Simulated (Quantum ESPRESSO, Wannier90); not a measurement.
# Wannier functions of Pt (hcp (Mg type), model phase)

```xyz
2
Lattice="2.7607 0.0000 0.0000 -1.3803 2.3908 0.0000 0.0000 0.0000 4.7921" Properties=species:S:1:pos:R:3 pbc="T T T"
Pt    -1.3803     0.7969    -1.1980
Pt     1.3803    -0.7969     1.1980
```

Structure: Materials Project mp-2647022, symmetrised, not relaxed again. This isn't the element's usual structure (fcc); take it as a model of another phase. Computed values, not measurements, from PBEsol: Quantum ESPRESSO (norm-conserving PseudoDojo potentials, cutoff 68 Ry, no spin polarisation, no spin-orbit coupling) on a Γ-centred 12×12×4 mesh, then Wannier90. Density: 18×18×10 mesh, cold smearing 0.01 Ry. Spin-orbit coupling is left out although heavy elements are present.

Functional, cutoff and mesh named above are those of the base row (1); the first column says what each row takes instead. Model: 18 functions from bands 9-37, start hydrogen-like Pt: s;p;d, disentangled but not localised (num_iter = 0), frozen window tied to the conduction edge or Fermi level of each row, as listed, which moves Ω_I and hoppings a little by itself. Energies are relative to the Fermi level; the misfit is to pw.x on a path, for states up to 1.0 eV relative to the Fermi level. The lattice is scaled uniformly, fractional positions fixed. The disentangled Ω_I can sit in another minimum from row to row.

```tsv
scale	frozen to (eV)	Ω_I (Å²)	rms misfit (meV)	bottom of band 9 (eV)	on-site Pt1 pz minus Pt1 s (eV)	hopping modulus Pt1 px – Pt1 px, R = 1 0 0 (eV)	hopping modulus Pt2 s – Pt2 px, R = 1 0 0 (eV)	hopping modulus Pt1 px – Pt1 dx2-y2, R = 1 0 0 (eV)	hopping modulus Pt1 s – Pt1 s, R = 1 1 0 (eV)
0.97	1.50	17.19	5.8	-10.77	7.57	3.496	2.190	1.283	0.990
0.99	1.50	17.35	5.4	-10.09	7.59	3.358	2.080	1.189	0.940
1	1.50	17.43	5.2	-9.76	7.59	3.302	2.030	1.148	0.916
1.01	1.50	17.52	5.1	-9.45	7.59	3.231	1.976	1.103	0.891
1.03	1.50	17.70	4.7	-8.85	7.58	3.104	1.876	1.024	0.845
```
